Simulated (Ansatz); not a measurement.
CaGe₂Pd₂ in space group I4/mmm (No. 139; Ca on 2a, Ge on 4e, Pd on 4d), plane-wave PAW PBE (Ansatz code), all energies at zero smearing, with the estimated change up to a 700 eV cutoff added, with one set of potentials and settings (totals compare only within such a set). Cell of 5 atoms (1 Ca, 2 Ge, 2 Pd): -24356.071 eV.

```tsv
element	reference phase	E (eV/atom)
Ca	Fm-3m, 1 atoms in the cell	-1816.8597
Ge	Fd-3m, 2 atoms in the cell	-4294.9847
Pd	Fm-3m, 1 atoms in the cell	-6972.8544
```

Formation energy per atom, worked out: (-24356.071 − 1×(-1816.8597) − 2×(-4294.9847) − 2×(-6972.8544))/5 = -0.707 eV/atom (-68 kJ per mol of atoms), at 0 K, without zero-point energy or fitted corrections.

The first step of the workflow began from a Materials Project structure, measured or hypothetical; the Crystallography Open Database copy checked does not list it. Its standing as an ambient phase is unchecked. The PBE relaxation kept the symmetry of its start; its stability against distortions is not shown here. No spin polarisation was allowed. The references are the lowest solids computed at this level, not always the standard phases.

Potentials: the later of the program's two PAW sets.
